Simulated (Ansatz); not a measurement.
Mn:
```
CELL_PARAMETERS angstrom
      2.79043     0.00000     0.00000
      0.00000     2.79043     0.00000
      0.00000     0.00000     3.69283
ATOMIC_POSITIONS crystal
  Mn 0.00000 0.00000 0.00000
  Mn 0.50000 0.50000 0.50000
```
Starting moments (μB, in the order of the atoms Mn Mn): 3.9 -3.9.

Relaxed with r²SCAN+D4. Special points in fractions of this cell's reciprocal vectors: Γ (0.000, 0.000, 0.000); X (0.000, 0.500, 0.000); M (0.500, 0.500, 0.000); Z (0.000, 0.000, 0.500); R (0.000, 0.500, 0.500); A (0.500, 0.500, 0.500).

**Question.** List the band energies nearest the Fermi level at these points for the program Ansatz at the r²SCAN+D4 level (PAW).

**Answer.** In eV from the Fermi level; about four levels below and three above (degenerate sets whole), none deeper than 8.9 eV; points with the same levels are listed once.

| k | below | above |
|---|---|---|
| Γ ↑ | -4.77 -2.79 -2.79 -2.34 | 0.42 0.96 2.23 2.23 |
| X ↑ | -3.02 -2.46 -0.52 -0.39 | 0.47 1.42 1.97 |
| M ↑ | -4.21 -4.21 -1.80 -0.19 | 0.92 0.92 1.76 1.76 |
| Z ↑ | -2.88 -2.69 -2.69 -2.29 | 0.02 1.53 1.53 |
| R ↑ | -2.80 -1.14 -1.04 -0.69 | 0.70 1.95 2.23 |
| A ↑ | -2.02 -1.80 -1.16 -1.16 | 2.51 3.52 6.95 6.95 |

Space group I4/mmm (body-centred tetragonal). A made-up cell: these elements were put on the sites of a structure type; neither database checked (COD, Materials Project) lists it. It is not the phase usual at ambient conditions (space group No. 217). The cell keeps a stress of up to 0.2 GPa. The cell was relaxed with r²SCAN+D4 under the symmetry of its start, as lowered by the spin order; whether a distortion lowers the energy is not shown. Spin order of the final state: antiferromagnetic, chosen from 3 collinear starts compared on coarse meshes (ties went to the first, and starts can fall back to one state), not a proven ground state. Other orbital occupations within this spin state were not tried. For itinerant 3d metals, meta-GGAs of the SCAN family and hybrids are commonly reported to give too large moments. The pairwise dispersion correction was not fitted to metals. Point labels and valley counts follow the cell and symmetry of the run, lower than the named group.

Potentials: the later of the program's two PAW sets.
